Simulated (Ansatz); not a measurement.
## LuB$_{2}$Os$_{3}$, a database entry at a rescaled volume

```
CELL_PARAMETERS angstrom
5.48434 0.00000 0.00000
-2.74217 4.74958 0.00000
0.00000 0.00000 3.08048
ATOMIC_POSITIONS crystal
B 0.33330 0.66670 0.00000
B 0.66660 0.33330 0.00000
Os 0.50000 0.00000 0.50000
Os 0.50000 0.50000 0.50000
Os 0.00000 0.50000 0.50000
Lu 0.00000 0.00000 0.00000
```

Level: r2SCAN, no spin polarisation; 500 eV; 6×6×8 Γ-centred mesh; gaussian occupations (width 0.0135 eV); Ansatz 0.2.0, fixed geometry.

- Stress: The pressure is -5.5 GPa (compression positive), so with the atoms held at these fractions the cell would first shrink. The principal stresses -10.0, -3.3, -3.3 GPa differ, so its shape would change too.
- Electronic structure: It is a metal, with about 3.1 states/eV a cell as the mean within 0.25 eV of the Fermi level, mostly Os d (85 %).
- Charges: Bader charges in e: Lu +1.72, B -0.26, Os -0.40. In the mean Lu gives up most and Os takes most.
- Formation energy: -0.37 eV an atom against the elements' usual phases (free molecules for gases, crystals otherwise, with no correction for O₂ or N₂), so it is bound against them; other compounds may still compete. Relaxing would lower it.

Origin: a database entry at a rescaled volume.
